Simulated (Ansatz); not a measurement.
An Ansatz (a first-principles code) input:

Ansatz 0.2 input:
```yaml
crystal:
  lattice:
    - [3.0777551261, 0.0, 0.0]
    - [-1.5388775631, 2.6654141259, 0.0]
    - [0.0, 0.0, 10.0775084924]
  atoms:
    - { symbol: Si, position: [0.6666666667, 0.3333333333, 0.9378354977] }
    - { symbol: Si, position: [0.3333333333, 0.6666666667, 0.4378354977] }
    - { symbol: Si, position: [0.0, 0.0, 0.6878897234] }
    - { symbol: Si, position: [0.0, 0.0, 0.1878897234] }
    - { symbol: C, position: [0.6666666667, 0.3333333333, 0.7498020463] }
    - { symbol: C, position: [0.3333333333, 0.6666666667, 0.2498020463] }
    - { symbol: C, position: [0.0, 0.0, 0.5004627325] }
    - { symbol: C, position: [0.0, 0.0, 0.0004627325] }
kpoints:
  mp_grid: { grid: [6, 6, 2] }
hamiltonian:
  xc: hse06
  pseudopotentials: { azcp: { folder: ./paw }, kind: paw }
scf:
  n_extra_bands: 8
  occupations: { method: fixed }
output:
  eigenvalues: true
  eigenstates:
    e_range: [-9.0, 11.9]
    kpoints:
      - [0.0, 0.0, 0.0]  # VBM
      - [0.0, 0.5, 0.0]  # CBM
      - [0.0, 0.0, 0.0]  # GAMMA
      - [0.0, 0.0, 0.5]  # A
      - [0.3333333333, 0.3333333333, 0.0]  # K
      - [0.3333333333, 0.3333333333, 0.5]  # H
      - [0.5, 0.0, 0.0]  # M
      - [0.5, 0.0, 0.5]  # L
```

Question: How many symmetry operations and irreducible k-points will the run report?

Answer: 12 operations, 14 of 72 k-points.

Question: With a cutoff of 420 eV, how many plane waves at Γ?

Answer: 1605.

It took around 2.4 core-minutes (rough) on shared server cores.

The points marked VBM and CBM come from a semilocal run.

Space group P6_3mc (4H polytype). The r²SCAN relaxation kept the symmetry of its start; phonons on a q-mesh show no instability.

Potentials: the earlier of the program's two PAW sets.

Ansatz is a plane-wave DFT program.
